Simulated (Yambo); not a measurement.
```
Ag2S
1.0
    4.22178     0.00000     0.00000
    0.00000     7.40480     0.00000
   -1.57213     0.00000     3.93090
S Ag
2 4
Direct
  0.72751   0.25000   0.28478
  0.27249   0.75000   0.71522
  0.11389   0.25000   0.89597
  0.88611   0.75000   0.10403
  0.50000   0.00000   0.50000
  0.50000   0.50000   0.50000
```

Ag2S (space group P2_1/m, No. 11): mean Im ε in 1 eV windows above the direct gap of 1.94 eV, for different electron-hole kernels (Yambo, broadening 0.15 eV, norm-conserving PBEsol (Quantum ESPRESSO, 82 Ry, no spin-orbit coupling) bands; 4×2×4 mesh, 26 valence and 9 conduction bands, static screening with 89 bands and a 3 Ry block, scissor 0.81 eV, Tamm-Dancoff; field along x).

```json
[
 {"window (eV)": "1.9 to 2.9", "independent quasiparticles": "6.9", "RPA (no attraction)": "5.8", "BSE": "11"},
 {"window (eV)": "2.9 to 3.9", "independent quasiparticles": "16", "RPA (no attraction)": "16", "BSE": "14"},
 {"window (eV)": "3.9 to 4.9", "independent quasiparticles": "7.3", "RPA (no attraction)": "7.0", "BSE": "7.5"},
 {"window (eV)": "4.9 to 5.9", "independent quasiparticles": "8.6", "RPA (no attraction)": "7.7", "BSE": "7.7"},
 {"window (eV)": "5.9 to 6.9", "independent quasiparticles": "6.2", "RPA (no attraction)": "5.7", "BSE": "5.5"},
 {"window (eV)": "6.9 to 7.9", "independent quasiparticles": "5.9", "RPA (no attraction)": "5.4", "BSE": "4.5"}
]
```

This run doesn't resolve bound excitons or single peaks, so only averages are given, and they too depend on the mesh; weight that the attraction moves below the gap isn't listed. All transitions below 9.00 eV are in the band window. The scissor comes from a G0W0 run whose convergence isn't established.

Spin-orbit splittings are left out.

Geometry of the Materials Project entry, not relaxed at this level.

The structure is a Materials Project entry; no match was found in the copy of COD used, and its stability was not checked.
